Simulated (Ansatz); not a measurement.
# Cr3PtC: which magnetic state is lowest?

The calculation used DFT r2SCAN, scalar-relativistic, plane waves, PAW in Ansatz 0.2.0.

```xyz
5
Lattice="3.8520 0.0000 0.0000 0.0000 3.8520 0.0000 0.0000 0.0000 3.8520" Properties=species:S:1:pos:R:3 pbc="T T T"
Pt    0.0000    0.0000    0.0000
C     1.9260    1.9260    1.9260
Cr    1.9260    1.9260    0.0000
Cr    1.9260    0.0000    1.9260
Cr    0.0000    1.9260    1.9260
```

- plane-wave cutoff: 500 eV
- Γ-centred k-mesh: 10×10×10
- occupation rule: Gaussian smearing, 0.1 eV
- list of starting moments (μB, in atom order): 0 0 4.5 4.5 4.5
- check for lower electronic states after the SCF: off

All runs keep this geometry, which isn't relaxed for the lowest state (largest force there 0.000 eV/Å, pressure 10.3 GPa) and needn't be a stable compound; relaxing each order would shift the differences by some 20 meV/atom, going by the pressures and a bulk modulus of about 150 GPa. Signs run over the atoms with starting moments. r2SCAN tends to overstate moments in metals, so a weak moment here may be absent in the real material. Site moments are spin moments in atom-centred spheres that scale with the neighbour distance. The states are those that the runs reached from these starts; a lower one can exist.

Problem. Order the starts by the energy of the state that they reach, lowest first.
A. large parallel starting moments
B. no spin
C. ferrimagnetic in the cell, signs ++-

Solution. C (0.00 meV/atom), A (132 meV/atom), B (220 meV/atom).

```csv
start,ends,energy above lowest (meV/atom),site moments (μB),gap on mesh (eV),P (GPa)
no spin,non-magnetic,220,none over 0.05,metal,-5.0
large parallel starting moments,ferromagnetic,132,"Pt +0.13, C -0.16, Cr +1.49 (×3)",metal,9.9
"ferrimagnetic in the cell, signs ++-",ferrimagnetic,0.00,"C -0.06, Cr +1.53 (×2), Cr -1.93",metal,10.3
```

Cost: 3 runs of about 4.5 core-minutes in all, on Arm Neoverse V1 (shared hosts).